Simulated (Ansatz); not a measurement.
Generalised stacking fault of CdTe (zinc blende) on the {111} plane, glide cut. The cell below holds the perfect crystal with the plane normal along z; tilting its third vector by the shift puts one fault into each cell, between planes 0.95 Å apart, at fixed cell height.

```xyz
6
Lattice="4.6369 0.0000 0.0000 2.3185 4.0157 0.0000 0.0000 0.0000 11.3581" Properties=species:S:1:pos:R:3 pbc="T T T"
Te     4.6369     2.6771     0.4733
Te     2.3185     1.3386     4.2593
Te     4.6369     0.0000     8.0453
Cd     0.0000     0.0000    10.8849
Cd     4.6369     2.6771     3.3128
Cd     2.3185     1.3386     7.0988
```

In-plane vectors a = (4.637, 0.000) Å, b = (2.318, 4.016) Å, area 18.62 Å². The shift is s times the vector a + b (length 8.031 Å), so s = 1 restores the start. Atoms relax along the normal only. γ = [E(shift) − E(0)] / area.

Computed with r2SCAN (plane waves to 500 eV, PAW, scalar-relativistic; Ansatz, a first-principles code). k mesh 7×7×3 (Γ-centred), Fermi-Dirac smearing 0.05 eV. E is the zero-smearing estimate. Some relaxations began with atoms very close together and may have settled on another branch. As the smearing reaches across the gap at some points, the k mesh leaves noise in γ, roughly 0.02 J/m² as judged from a few cases. Faults lie only 11.4 Å apart, and holding the cell height raises γ above its relaxed value. CdTe was relaxed with its symmetry unable to fall. Spin-orbit coupling is left out, though Te is heavy. γ is measured from zero shift. The last digit holds for this mesh only.

| s | γ (J/m²) |
|---|---|
| 0.000 | 0.00 |
| 0.083 | 0.87 |
| 0.167 | 1.99 |
| 0.250 | 2.57 |
| 0.333 | withheld |
| 0.417 | 2.57 |
| 0.500 | 1.99 |
| 0.583 | 0.87 |
| 0.667 | 0.01 |
| 0.750 | 0.35 |
| 0.833 | 0.54 |
| 0.917 | 0.35 |

Task: Fit a Fourier form (three harmonics of 1 − cos and sin) to the given rows and predict γ at s = 0.333.

Result: Least squares on the 11 given rows: γ = (0.675)·[1 − cos(2πs)] + (1.139)·sin(2πs) + (0.211)·[1 − cos(4πs)] + (-0.336)·sin(4πs) + (0.333)·[1 − cos(6πs)], in J/m²; root-mean-square residual 0.051 J/m². At 0.333 the fit gives 2.61 J/m²; the calculation gives 2.75 J/m², so the interpolation is off by -0.14 (-5.1 %). 

(The slope of γ gives the shear force per area between the displaced halves; near zero shift its curvature is an elastic stiffness.)
